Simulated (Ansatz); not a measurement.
Starting cell, HfO₂ (tetragonal-ZrO2 type, space group P4_2/nmc):

```
HfO2
1.0
    3.56753     0.00000     0.00000
    0.00000     3.56753     0.00000
    0.00000     0.00000     5.16669
Hf O
2 4
Direct
  0.00000   0.00000   0.00000
  0.50000   0.50000   0.50000
  0.00000   0.50000   0.20010
  0.00000   0.50000   0.70010
  0.50000   0.00000   0.29990
  0.50000   0.00000   0.79990
```

In each cell atom 5 (O, nearest neighbour Hf at 2.062 Å; its periodic images, 3.6 Å or more away, move with it) moves by s·(0.000, -0.865, 0.501) (towards the nearest neighbour), the rest being held.

Level of theory: PBEsol (plane waves to 420 eV, PAW, scalar-relativistic; Ansatz, a program for electronic structure). k mesh 8×8×5 (Γ-centred), Fermi-Dirac smearing 0.05 eV. The energy includes the smearing's −TS. Left out: 2 of 11 points, with atoms too close for the PAW data. HfO2 is run without spin polarisation. HfO2 was relaxed with its symmetry unable to fall. Spin-orbit coupling is left out, though Hf is heavy. The PAW data are Ansatz's earlier set. This is a high-temperature form of HfO2. ΔE is measured from the undisplaced structure.

| s (Å) | ΔE (meV/cell) |
|---|---|
| -0.410 | 1055 |
| -0.328 | 714 |
| -0.246 | 426 |
| -0.164 | 202 |
| -0.082 | 54 |
| 0.000 | 0 |
| 0.082 | 63 |
| 0.164 | 273 |
| 0.246 | 678 |

**Question.** What force constant k = d²E/ds² at s = 0 does the table give?

**Answer.** 17 eV/Å². It is the second difference of the nearest points, corrected with the next pair.

**Question.** With k = 17.22 eV/Å² from the forces, is the well harmonic out to s = 0.246 Å?

**Answer.** ½ks² = 521 meV/cell against the computed 678 meV/cell, so the well is stiffer than harmonic there.

(For displaced atoms, the force is minus the slope of the energy, and its curvature is a force constant, which sets phonon frequencies.)
